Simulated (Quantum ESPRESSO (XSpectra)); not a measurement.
## The core hole at the Ge K edge of TaGe₂ (P6₂22)

```
TaGe2
1.0
    4.97482     0.00000     0.00000
   -2.48741     4.30832     0.00000
    0.00000     0.00000     6.74162
Ta Ge
3 6
Direct
  0.50000   0.00000   0.50000
  0.50000   0.50000   0.83333
  0.00000   0.50000   0.16667
  0.16378   0.32757   0.50000
  0.83622   0.16378   0.83333
  0.67243   0.83622   0.16667
  0.83622   0.67243   0.50000
  0.16378   0.83622   0.83333
  0.32757   0.16378   0.16667
```

Geometry: Materials Project entry mp-7558 (a computed structure). The cell is the entry's, not relaxed again.

Absorber: atom 4, Ge on Wyckoff site j (site symmetry ..2), with 2 Ge at 2.65 Å, 2 Ta at 2.67 Å, 1 Ge at 2.82 Å, 2 Ta at 2.86 Å, 1 Ta at 2.90 Å, 2 Ge at 2.90 Å.

Method: LDA, no, half or full core hole, dipole K-edge X-ray absorption, plane waves, Troullier-Martins potentials made with ld1.x and PseudoDojo potentials for the other elements (Perdew-Zunger form enforced), scalar-relativistic, no spin, constant broadening (Quantum ESPRESSO (XSpectra)).

Full-hole run: 27-atom cell (absorber images 8.4 Å apart), 46 Ry, k meshes 4×4×4 (SCF) and 3×3×3 (spectrum), Lorentzian half width 1.5 eV. The ground-state test found no gap over 0.25 eV with this functional, so the cell is neutral with smeared occupations; energies count from the Fermi level. Field directions run: x; y; z, weighted by the site's symmetry in the crystal. Intensities are scaled to a mean of 1 over 0–35 eV.

The half-hole run shares these settings; the run without a hole takes the primitive cell with a 5×5×4 mesh.

```csv
core hole,mean 0–10 eV,mean 10–20 eV,mean 20–30 eV,highest value below 30 eV
none (primitive cell),1.19,0.97,0.89,1.7
half,1.25,0.93,0.88,1.7
full,1.30,0.90,0.88,1.7
```

From no hole to a full hole the mean over the first 10 eV goes from 1.19 through 1.25 to 1.30. The cell size was not varied. Each run counts from its own energy zero.
